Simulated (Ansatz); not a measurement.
P2W:
```xyz
6
Lattice="1.5908 -5.5863 0.0000 1.5908 5.5863 0.0000 0.0000 0.0000 4.9912" Properties=species:S:1:pos:R:3 pbc="T T T"
P      1.5908    -0.7724     0.5860
P      1.5908     0.7724     3.0816
P      1.5908    -2.2410     3.9956
P      1.5908     2.2410     1.5000
W      1.5908    -4.5429     4.9866
W      1.5908     4.5429     2.4910
```

Relaxed with r²SCAN.

### Question
Give the Bader charges and basin volumes of the independent atoms, plane-wave PAW r²SCAN (Ansatz code).

### Answer


```json
[
 {"atom": "P1", "Bader charge (e)": "-0.58", "Bader volume (Å³)": "14.7"},
 {"atom": "P3", "Bader charge (e)": "-0.43", "Bader volume (Å³)": "16.0"},
 {"atom": "W5", "Bader charge (e)": "+1.02", "Bader volume (Å³)": "13.6"}
]
```

Space group Cmc2_1. The workflow started from an entry of the Crystallography Open Database (COD), which files this formula under 2 space groups. Whether it is the stable phase at ambient conditions was not checked. Symmetry was held in the r²SCAN relaxation; its stability against distortions is not shown here. The run is not spin-polarised. Scalar-relativistic: spin–orbit coupling is off unless named, which matters more the heavier the elements.

Potentials: the later of the program's two PAW sets.
